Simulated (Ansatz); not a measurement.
AgW:
```yaml
crystal:
  lattice:
    - [1.36105, -5.55325, 0.00000]
    - [1.36105, 5.55325, 0.00000]
    - [0.00000, 0.00000, 4.51468]
  atoms:
    - { symbol: Ag, position: [0.68486, 0.31514, 0.25000] }
    - { symbol: W, position: [0.94178, 0.05822, 0.25000] }
    - { symbol: Ag, position: [0.31514, 0.68486, 0.75000] }
    - { symbol: W, position: [0.05822, 0.94178, 0.75000] }
```

Relaxed with PBE. Special points in fractions of this cell's reciprocal vectors: Γ (0.000, 0.000, 0.000); Y (-0.500, 0.500, 0.000); C0 (-0.265, 0.735, 0.000); Σ0 (0.265, 0.265, 0.000); Z (0.000, 0.000, 0.500); A0 (0.265, 0.265, 0.500); E0 (-0.265, 0.735, 0.500); T (-0.500, 0.500, 0.500); S (0.000, 0.500, 0.000); R (0.000, 0.500, 0.500).

List the band energies nearest the Fermi level at these points for DFT-PBE in the program Ansatz with PAW potentials.

In eV from the Fermi level; about four levels below and three above (degenerate sets whole), none deeper than 8.9 eV; points with the same levels are listed once.

```
k                     below                above
--  -----------------------  -------------------
Γ   -3.68 -2.59 -2.25 -1.82       0.37 0.91 1.36
Y   -2.75 -2.74 -1.68 -1.66       0.97 1.37 2.37
C0  -1.53 -0.49 -0.46 -0.02       0.38 0.56 1.47
Z   -2.32 -2.32 -0.29 -0.29  1.57 1.57 2.42 2.42
A0  -2.01 -2.01 -0.99 -0.99  0.52 0.52 1.62 1.62
T   -2.16 -2.16 -1.52 -1.52  1.73 1.73 3.24 3.24
S   -2.04 -1.71 -0.95 -0.48       0.17 0.43 0.97
R   -2.11 -2.11 -1.12 -1.12  0.26 0.26 2.19 2.19
```

Space group Cmcm. The start of the workflow was typed in or built on a structure type; neither database checked (COD, Materials Project) lists it. Whether it is the stable phase at ambient conditions was not checked. The cell was relaxed with PBE under the symmetry of its start; whether a distortion lowers the energy is not shown. No spin polarisation was allowed. Its formation energy is positive at this level, so the cell may be metastable or incomplete. Spin–orbit coupling is left out wherever it is not named.

Potentials: the later of the program's two PAW sets.
